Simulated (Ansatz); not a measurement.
With DFT-PBEsol in the program Ansatz with PAW potentials, LiTaO3 in the tetragonal phase (P4mm; Ta on 1b, Li on 1a, O on 1b, O on 2c) relaxes to a = 3.920 Å, c = 3.999 Å. Against the elements it lies at -2.65 eV/atom, with no fitted shifts.

The Kohn–Sham gap is 2.21 eV (indirect). The valence maximum lies at R and the conduction minimum at Γ. Gap from PBEsol with spin–orbit coupling: 2.19 eV. Electrons at the band edge weigh 0.31, 0.31, 14 mₑ (principal values).

The relaxed-ion elastic constants in GPa are C11 = 353, C12 = 45.2, C13 = 98.9, C33 = 240, C44 = 46.4, C66 = 98.1. The elastic constants imply a Debye temperature near 500 K. Perturbation theory gives ε∞ = 4.55 (xx = yy), 4.36 (zz). Letting the ions move raises it to ε0 = 39.0 (xx = yy), 15.0 (zz). Born charges are Ta +7.33, Li +1.08, O -2.90 to -2.60 e. Without the LO–TO term the highest mode at Γ lies at 85.8 meV.

The start of the workflow was typed in or built on a structure type; neither database checked (COD, Materials Project) lists it. It is not the phase usual at ambient conditions (space group No. 161). The cell was relaxed with PBEsol under the symmetry of its start; its stability against distortions is not shown here. The run is not spin-polarised. The references are the lowest solids computed at this level, not always the standard phases (solids in place of the gases). Scalar-relativistic: spin–orbit coupling is off unless named, which matters more the heavier the elements.

Potentials: the earlier of the program's two PAW sets. The files were generated under PBE; for other functionals the program regenerates the frozen cores, and for LDA and PBEsol the local potential too.
